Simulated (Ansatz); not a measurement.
GaSn2N:
```
CELL_PARAMETERS angstrom
      1.94351     1.12209     7.05221
     -1.94351     1.12209     7.05221
      0.00000    -2.24418     7.05221
ATOMIC_POSITIONS crystal
  Ga 0.02685 0.02685 0.02685
  N  0.11976 0.11976 0.11976
  Sn 0.48128 0.48128 0.48128
  Sn 0.62215 0.62215 0.62215
```

Relaxed with PBE. Special points in fractions of this cell's reciprocal vectors: Γ (0.000, 0.000, 0.000); T (0.500, 0.500, 0.500); H2 (0.816, 0.184, 0.500); H0 (0.500, -0.184, 0.184); L (0.500, 0.000, 0.000); S0 (0.342, -0.342, 0.000); S2 (0.658, 0.000, 0.342); F (0.500, 0.000, 0.500).

Question: List the band energies nearest the Fermi level at these points for PBE (plane waves, PAW; program Ansatz).

Answer: In eV from the Fermi level; about four levels below and three above (degenerate sets whole), none deeper than 8.9 eV; points with the same levels are listed once.

| k | below | above |
|---|---|---|
| Γ | -3.63 -3.19 -3.19 -1.93 | 2.14 2.38 2.38 |
| T | -5.02 -3.18 -3.18 -1.61 | 1.67 2.12 2.12 |
| H2 | -5.15 -3.50 -2.89 -1.97 | 1.04 1.08 1.81 |
| L | -5.66 -4.20 -4.08 -3.47 | 0.05 0.11 1.63 |
| S0 | -5.18 -3.50 -2.96 -2.00 | 0.94 1.30 1.97 |
| F | -4.11 -3.59 -1.76 -0.94 | 0.31 0.32 1.62 |

Space group R3m. The start of the workflow was typed in or built on a structure type; neither database checked (COD, Materials Project) lists it. Whether it is the stable phase at ambient conditions was not checked. Symmetry was held in the PBE relaxation; whether a distortion lowers the energy is not shown. The volume moved by 28 % from the start of the relaxation. Its formation energy is positive at this level, so the cell may be metastable or incomplete. Spin–orbit coupling is left out wherever it is not named.

Potentials: the earlier of the program's two PAW sets.
